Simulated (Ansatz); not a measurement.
LaN:
```xyz
2
Lattice="0.0000 2.8023 2.8023 2.8023 0.0000 2.8023 2.8023 2.8023 0.0000" Properties=species:S:1:pos:R:3 pbc="T T T"
N      1.4011     1.4011     1.4011
La     0.0000     0.0000     0.0000
```

Relaxed with r²SCAN.

Task: Map the electron localisation function on the plane through (0.250, 0.250, 0.250) spanned by u = [1, 0, 0] and v = [-1, 1, 1] in lattice vectors, from r²SCAN (plane waves, PAW; program Ansatz).

Result: x is the fraction of u, y of v (the angle between them is 90°; rows are the nearest grid lines); atoms in the plane: N at (0.00, 0.00), La at (0.50, 0.75).
```
y \ x   0.000  0.100  0.200  0.250  0.350  0.450  0.550  0.650  0.750  0.800  0.900   1.00
------  -----  -----  -----  -----  -----  -----  -----  -----  -----  -----  -----  -----
1.00    0.034  0.629  0.800  0.637  0.136  0.125  0.125  0.136  0.636  0.800  0.629  0.034
0.929   0.637  0.794  0.614  0.305  0.367  0.734  0.734  0.371  0.308  0.612  0.795  0.637
0.857   0.815  0.704  0.246  0.322  0.740  0.736  0.736  0.740  0.323  0.245  0.704  0.815
0.786   0.551  0.247  0.320  0.666  0.683  0.104  0.105  0.683  0.665  0.320  0.247  0.551
0.679   0.063  0.066  0.574  0.828  0.876  0.510  0.512  0.876  0.828  0.574  0.066  0.063
0.607   0.022  0.036  0.331  0.630  0.855  0.840  0.840  0.855  0.631  0.331  0.036  0.022
0.536   0.017  0.020  0.054  0.116  0.332  0.467  0.468  0.331  0.116  0.055  0.020  0.017
0.464   0.017  0.017  0.023  0.027  0.038  0.046  0.046  0.038  0.027  0.023  0.017  0.017
0.393   0.022  0.022  0.024  0.028  0.038  0.041  0.041  0.038  0.028  0.024  0.022  0.022
0.321   0.063  0.057  0.045  0.041  0.043  0.051  0.051  0.043  0.041  0.045  0.057  0.063
0.214   0.551  0.516  0.405  0.319  0.129  0.056  0.056  0.129  0.319  0.405  0.516  0.551
0.143   0.815  0.792  0.700  0.622  0.319  0.066  0.066  0.319  0.622  0.700  0.792  0.815
0.0714  0.637  0.800  0.802  0.718  0.301  0.047  0.047  0.302  0.718  0.802  0.800  0.637
0.000   0.034  0.629  0.800  0.637  0.136  0.125  0.125  0.136  0.636  0.800  0.629  0.034
```

The density is the valence pseudo-density with augmentation charge, so density and ELF within about 1 Å of a nucleus are not all-electron values.

Space group F-43m (zinc blende). The start of the workflow was typed in or built on a structure type; neither database checked (COD, Materials Project) lists it. COD files the formula under space group No. 225. Whether it is the stable phase at ambient conditions was not checked. Symmetry was held in the r²SCAN relaxation; whether a distortion lowers the energy is not shown. Spin–orbit coupling is left out wherever it is not named.

Potentials: the earlier of the program's two PAW sets.
